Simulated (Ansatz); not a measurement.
A geometry of Cs2AgBiBr6 away from equilibrium: step 2 of the relaxation of a relaxed Cs2AgBiBr6 cell shaken by Gaussian noise of σ = 0.08 Å a coordinate. Level of theory: PBEsol (plane waves to 420 eV, PAW, scalar-relativistic; Ansatz, a program for electronic structure). Γ-centred k-mesh 4×4×3 on the run's cell (coarser than for final values), Fermi–Dirac smearing 0.05 eV.

```
Cs2AgBiBr6
1.0
   -4.74037     6.76861     4.10755
    4.75393    -6.77010     4.12573
    4.76277     6.78587    -4.11001
Ag Bi Br Cs
1 1 6 2
Cartesian
  4.79335  -0.02126   2.98841
  0.08747   6.77415   1.70223
  3.00259  -1.76434   4.57363
  1.84027   8.53743   0.44753
  3.10224   1.81435   4.55458
  1.77136   5.01656   0.30101
  4.61651  -0.17187   0.46882
 -0.07949   0.00288   7.78598
  4.84002   3.93253   2.08747
  0.05337   2.82688   6.20142
```

Problem. Give the Cartesian forces on all atoms (eV/Å).

Solution. 
| atom | Fx | Fy | Fz |
|---|---|---|---|
| Ag1 | -0.01 | 0.01 | 0.05 |
| Bi2 | -0.12 | -0.05 | -0.14 |
| Br3 | 0.10 | 0.07 | 0.00 |
| Br4 | 0.07 | 0.09 | -0.08 |
| Br5 | 0.00 | -0.07 | -0.04 |
| Br6 | 0.09 | -0.07 | -0.01 |
| Br7 | -0.03 | 0.00 | 0.17 |
| Br8 | -0.05 | -0.06 | 0.01 |
| Cs9 | -0.05 | 0.04 | 0.05 |
| Cs10 | -0.01 | 0.03 | 0.00 |

Problem. What is the pressure?

Solution. 0.0 GPa, compression positive.

Problem. How much energy per atom can still be gained by relaxing?

Solution. 0.23 eV/atom; the path ends in P-1 (No. 2) at a tolerance of 0.01 Å, P-3m1 (No. 164) at 0.1 Å.

No spin polarisation in the result.

The end of the path is a generated cell of Cs2AgBiBr6: the first start was made by a random draw of sites in a space group, and the end was not matched to a known phase here, so it may be hypothetical. Known forms of Cs2AgBiBr6 include space group No. 225.
